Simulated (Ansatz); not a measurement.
Compressing Ti₃Ag: a fit and a missing row

Ti₃Ag, Pm-3m, a = 4.079 Å. The structure is a COD entry; whether it is the stable form wasn't checked. Ansatz: r2SCAN, PAW, 500 eV, Γ-centred 10×10×10 mesh on 4 atoms, Gaussian smearing 0.10 eV; no spin polarisation. Shape and atoms are relaxed at each volume; pressure is positive in compression.

| V (Å³/atom) | P (GPa) |
| --- | --- |
| 15.950 | 8.47 |
| 16.459 | ? |
| 16.968 | -0.02 |
| 17.477 | -3.38 |
| 17.986 | -6.27 |

Problem. Take V0 = 16.968 Å³/atom, count pressures from its P0 = -0.02 GPa, fit the third-order Birch–Murnaghan form to the other rows, and predict the missing pressure.

Solution. With the Eulerian strain f = ½[(V0/V)^(2/3) − 1] and y = (P − P0)/[3f(1 + 2f)^(5/2)], the form is the line y = B0 + 1.5 B0 (B0′ − 4) f. Rows (f, y): 0.02105, 121.3; -0.00976, 120.6; -0.01905, 120.5. Means f = -0.002587, y = 120.80; Σ(Δf)² = 0.0008812, ΣΔfΔy = 0.01819; the slope is their ratio. y = 120.9 + 20.64 f GPa, so B0 = 120.9 GPa and B0′ = 4 + 2 × (20.64)/(3 × 120.9) = 4.11. At V = 16.459, f = 0.01026, y = 121.11 and P = 3.90 GPa. The run gave 3.90 GPa, the same to the digits shown.